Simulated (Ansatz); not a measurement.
A relaxed cell of AlAs₅ is given with its symmetry left out. The cell was found from a structure generator's guess, not taken from experiment.

The calculation used DFT PBE, scalar-relativistic, plane waves, PAW (Ansatz). Cutoff 420 eV, Γ-centred mesh, Gaussian smearing, no spin polarisation.

```yaml
crystal:
  lattice:
    - [-2.87542, 2.87542, 3.88805]
    - [2.87542, -2.87542, 3.88805]
    - [2.87542, 2.87542, -3.88805]
  atoms:
    - { symbol: Al, position: [0.50000, 0.50000, 0.00000] }
    - { symbol: As, position: [0.50000, 0.50000, 0.50000] }
    - { symbol: As, position: [0.00000, 0.00000, 0.50000] }
    - { symbol: As, position: [0.50000, 0.00000, 0.00000] }
    - { symbol: As, position: [0.00000, 0.50000, 0.00000] }
    - { symbol: As, position: [0.00000, 0.00000, 0.00000] }
```

Energies over the elements count from the elements' standard structures at the same level, with no fitted energy shifts.

Question: Find its symmetry and describe it.

Answer: I4/mmm (No. 139). Conventional cell: a = 5.751 Å, c = 7.776 Å. Al has 8 As at 2.81 Å; As on a site of symmetry 2/m is surrounded by 2 Al at 2.81 Å and 6 As at 2.81–2.88 Å; As on a site of symmetry 4/mmm is surrounded by 8 As at 2.81 Å.

Question: How far does it lie from the elements in energy?

Answer: +0.25 eV/atom. It can't be a ground state, since the elements alone are lower.

Question: Is it a metal?

Answer: Yes, bands cross the Fermi level on the 10×10×10 mesh.

The last run used a 10×10×10 mesh for its 6-atom cell and Gaussian smearing of 0.10 eV. The reference form of As is held partly by dispersion forces, which this level lacks. Symmetry constrained the relaxation, so the result can be a saddle point.
